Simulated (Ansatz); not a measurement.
SrCl2 built on the CdCl2 prototype (it has left that coordination), relaxed with r2SCAN+rVV10, was run in Ansatz 0.2.0 under altered settings. All numbers are computed, without spin polarisation but where a row says otherwise.

```xyz
3
Lattice="2.4567 1.4184 4.0153 -2.4567 1.4184 4.0153 0.0000 -2.8368 4.0153" Properties=species:S:1:pos:R:3 pbc="T T T"
Sr    0.0000    0.0000    0.0000
Cl    0.0000    0.0000    3.0109
Cl    0.0000    0.0000    9.0350
```

The base run's other keys:
```yaml
kpoints:
  mp_grid: { grid: [4, 4, 4] }
hamiltonian:
  xc: hse06
scf:
  occupations: { method: fixed }
  n_extra_bands: 4
```

It takes 12 iterations with 1639 plane waves at 420 eV and 13 k points, and leaves a mean stress of +0.92 GPa. The gap over this mesh is 6.668 eV. It ran on 4 threads of Arm Neoverse N1 (shared host).

Outcomes, with energy and stress as changes against the base:

| setting | outcome | ΔF (meV/atom) | Δ mean stress (GPa) | gap on the mesh (eV) | iterations | wall time |
| --- | --- | --- | --- | --- | --- | --- |
| PBE hybrid, exx coeff 0.05, omega 0.5 1/Å | converged | – | +0.4 | 5.523 | 8 | 15 s |
| PBE hybrid, exx coeff 0.75, omega 0.1 1/Å | converged | – | -1.1 | 10.419 | 20 | 21 s |
| PBE hybrid, exx coeff 0.05, unscreened | converged | – | +0.4 | 5.783 | 9 | 15 s |
| PBE hybrid, exx coeff 0.4, omega 0.5 1/Å | converged | – | -0.2 | 6.490 | 12 | 17 s |
| basis.xc_grid: 3 | converged | 0.0 | 0.0 | 6.668 | 12 | 16 s |

A dash marks a value that wasn't obtained or can't be compared. Stress is positive in compression. The base took 16 s.

- PBE hybrid, exx coeff 0.05, omega 0.5 1/Å. That is 5 % exact exchange, screened with ω = 0.5 1/Å, against HSE06's 25 % screened at 0.208 1/Å. The mean stress moves by +0.4 GPa and the gap on the mesh by -1.145 eV (to 5.523). Totals of different functionals aren't comparable.
- PBE hybrid, exx coeff 0.75, omega 0.1 1/Å. That is 75 % exact exchange, screened with ω = 0.1 1/Å, against HSE06's 25 % screened at 0.208 1/Å. The mean stress moves by -1.1 GPa and the gap on the mesh by +3.750 eV (to 10.419). Totals of different functionals aren't comparable. The program warns that on this mesh the truncation of the exchange isn't bounded, so part of the change can be an error of the mesh.
- PBE hybrid, exx coeff 0.05, unscreened. That is 5 % exact exchange, at all ranges, against HSE06's 25 % screened at 0.208 1/Å. The mean stress moves by +0.4 GPa and the gap on the mesh by -0.885 eV (to 5.783). Totals of different functionals aren't comparable.
- PBE hybrid, exx coeff 0.4, omega 0.5 1/Å. That is 40 % exact exchange, screened with ω = 0.5 1/Å, against HSE06's 25 % screened at 0.208 1/Å. The mean stress moves by -0.2 GPa and the gap on the mesh by -0.178 eV (to 6.490). Totals of different functionals aren't comparable.

Within 1 meV an atom, 0.1 GPa and 0.005 eV of the base stay: basis.xc_grid: 3.

Spin-orbit coupling is left out.

The program warns that its thresholds are loose for a hybrid's stress.

The meshes of the hybrids are coarse, so their gaps aren't converged to the digits shown.
